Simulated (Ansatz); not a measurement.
Fe₃Pb: which magnetic state is lowest?

These are results of Ansatz, DFT r2SCAN, scalar-relativistic, plane waves, PAW, not measurements.

```
Fe Pb
1.0
     0.00000    3.07237    3.07237
     3.07237    0.00000    3.07237
     3.07237    3.07237    0.00000
Fe Pb
3 1
Direct
  0.25000 0.25000 0.25000
  0.75000 0.75000 0.75000
  0.50000 0.50000 0.50000
  0.00000 0.00000 0.00000
```

The plane-wave cutoff is 500 eV and the Γ-centred k-mesh is 12×12×12. The occupation rule is Gaussian smearing, 0.1 eV and the list of starting moments (μB, in atom order) is 3 3 3 0. The check for lower electronic states after the SCF is off.

All runs keep this geometry, which isn't relaxed for the lowest state (largest force there 0.000 eV/Å, pressure 1.6 GPa) and needn't be a stable compound; relaxing each order would shift the differences by some 80 meV/atom, going by the pressures and a bulk modulus of about 150 GPa. Signs run over the atoms with starting moments. r2SCAN tends to overstate moments in metals, so a weak moment here may be absent in the real material. Site moments are spin moments in atom-centred spheres that scale with the neighbour distance. The states are those that the runs reached from these starts; a lower one can exist.

Problem. Order the starts by the energy of the state that they reach, lowest first.
A. no spin
B. ferrimagnetic in the cell, signs +-+
C. ferromagnetic

Solution. C (0.00 meV/atom), B (145 meV/atom), A (891 meV/atom).

```csv
start,ends,energy above lowest (meV/atom),site moments (μB),gap on mesh (eV),P (GPa)
no spin,non-magnetic,891,none over 0.05,0.10,-16.1
ferromagnetic,ferromagnetic,0.00,"Fe +2.74 (×2), Fe +2.89",metal,1.6
"ferrimagnetic in the cell, signs +-+",ferrimagnetic,145,"Fe +2.65, Fe -2.22, Fe +2.87",metal,3.4
```

Cost: 3 runs of about 7.7 core-minutes in all, on Intel Xeon Processor @ 2.50GHz (Skylake/Cascade Lake) (shared hosts).